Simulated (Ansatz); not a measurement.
This run works on a generated trial structure, not on a known crystal.

Input and command of a plane-wave DFT calculation in Ansatz:

```yaml
crystal:
  lattice:
    - [4.0693492984, -5.7820162928, 0.0]
    - [4.0693492984, 5.7820162928, 0.0]
    - [0.0, 0.0, 6.0115580086]
  atoms:
    - { symbol: Sc, position: [0.5, 0.5, 0.5] }
    - { symbol: Tl, position: [0.0, 0.5, 0.0] }
    - { symbol: Tl, position: [0.5, 0.0, 0.0] }
    - { symbol: Tl, position: [0.0, 0.0, 0.5] }
    - { symbol: Sb, position: [0.5, 0.5, 0.0] }
    - { symbol: Br, position: [0.7252486603, 0.2747513397, 0.5] }
    - { symbol: Br, position: [0.2747513397, 0.7252486603, 0.5] }
    - { symbol: Br, position: [0.0, 0.0, 0.0] }
basis:
  ecutwfc: 500
kpoints:
  mp_grid: { grid: [6, 6, 6] }
hamiltonian:
  xc: r2scan
scf:
  occupations: { method: gaussian, width: 0.1 }
output:
  forces: true
  stress: true
  eigenvalues: true
```

```bash
ansatz run input.yaml --threads 1 --pin off --max-ram 2560MiB --backend cpu --events-out ev --progress --plain --runs-dir out
```

Processor: Arm Neoverse V1, 1 thread, on a host shared with other jobs.

**Question.** Estimate time, memory and problem size.

**Answer.** About 2.1 min, peak memory 1.4 GiB. It solves 52 bands at 52 k points (after reduction by symmetry) with about 7127 plane waves, in 10 SCF iterations.
